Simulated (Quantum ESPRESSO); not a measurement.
Parts of the isotropic shielding in PbF₂, by PBE GIPAW (a modified build of Quantum ESPRESSO, JTH PAW datasets), 22.5 Ha, k-mesh 4×4×4 shifted:

```yaml
crystal:
  lattice:
    - [0.00000, 2.95795, 2.95795]
    - [2.95795, 0.00000, 2.95795]
    - [2.95795, 2.95795, 0.00000]
  atoms:
    - { symbol: Pb, position: [0.00000, 0.00000, 0.00000] }
    - { symbol: F, position: [0.75000, 0.75000, 0.75000] }
    - { symbol: F, position: [0.25000, 0.25000, 0.25000] }
```
The geometry is a computed Materials Project entry, not a measured one. It is PbF2 in Fm-3m; whether this form has been observed was not checked. Stability against distortions was not tested.

The core term is that of the free atom's frozen core; the paramagnetic column sums the reconstruction terms. Shieldings are absolute and leave out the bulk-susceptibility term; a larger σ means a smaller chemical shift. By our sweeps, such settings leave a few ppm in absolute σ on light atoms and up to some 20 ppm from Zn on. No spin–orbit coupling; Pb is the heaviest element present. The structure is static (0 K, no zero-point motion).

```json
[
 {"site": "F (atoms 2, 3)", "core": "306.4", "bare (smooth current)": "62.9", "diamagnetic correction": "50.5", "paramagnetic corrections": "___", "σ_iso (ppm)": "___"}
]
```

**Question.** What belongs in the gaps?

**Answer.** 
- F (atoms 2, 3), paramagnetic corrections: -258.4
- F (atoms 2, 3), σ_iso (ppm): 161.5
